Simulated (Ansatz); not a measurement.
Mo:
```yaml
crystal:
  lattice:
    - [-1.57536, 1.57536, 1.57536]
    - [1.57536, -1.57536, 1.57536]
    - [1.57536, 1.57536, -1.57536]
  atoms:
    - { symbol: Mo, position: [0.00000, 0.00000, 0.00000] }
```

Relaxed with r²SCAN. Special points in fractions of this cell's reciprocal vectors: Γ (0.000, 0.000, 0.000); H (0.500, -0.500, 0.500); N (0.000, 0.000, 0.500); P (0.250, 0.250, 0.250).

### Question
List the band energies nearest the Fermi level at these points for DFT-r²SCAN in the program Ansatz with PAW potentials.

### Answer
In eV from the Fermi level; about four levels below and three above (degenerate sets whole), none deeper than 8.9 eV; … stands for higher levels left out; points with the same levels are listed once.

| k | below | above |
|---|---|---|
| Γ | -7.65 -1.43 -1.43 -1.43 | … |
| H | -5.64 -5.64 | … |
| N | -5.59 -3.59 | 1.56 1.87 … |
| P | -2.82 -2.82 -2.82 | … |

Space group Im-3m (bcc (W type)). Symmetry was held in the r²SCAN relaxation. The run is not spin-polarised. Spin–orbit coupling is left out wherever it is not named.

Potentials: the earlier of the program's two PAW sets.
